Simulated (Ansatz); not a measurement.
MgPd:
```yaml
crystal:
  lattice:
    - [3.15659, 0.00000, 0.00000]
    - [0.00000, 3.15659, 0.00000]
    - [0.00000, 0.00000, 3.15659]
  atoms:
    - { symbol: Pd, position: [0.50000, 0.50000, 0.50000] }
    - { symbol: Mg, position: [0.00000, 0.00000, 0.00000] }
```

Relaxed with r²SCAN. Special points in fractions of this cell's reciprocal vectors: Γ (0.000, 0.000, 0.000); X (0.000, 0.500, 0.000); M (0.500, 0.500, 0.000); R (0.500, 0.500, 0.500).

List the band energies nearest the Fermi level at these points for r²SCAN in the plane-wave PAW code Ansatz.

In eV from the Fermi level; about four levels below and three above (degenerate sets whole), none deeper than 8.9 eV; points with the same levels are listed once.

```
k                          below             above
-  -----------------------------  ----------------
Γ  -4.32 -4.32 -2.27 -2.27 -2.27    7.50 7.50 7.50
X        -3.06 -3.06 -2.16 -0.35  8.80 10.93 10.93
M  -2.94 -2.94 -1.49 -0.35 -0.35   2.79 5.60 14.24
R  -4.54 -4.54 -4.54 -1.44 -1.44    3.54 3.54 3.54
```

Space group Pm-3m (CsCl type). The workflow started from an entry of the Crystallography Open Database (COD). Its standing as an ambient phase is unchecked. Symmetry was held in the r²SCAN relaxation; whether a distortion lowers the energy is not shown. No spin polarisation was allowed. Spin–orbit coupling is left out wherever it is not named.

Potentials: the later of the program's two PAW sets.
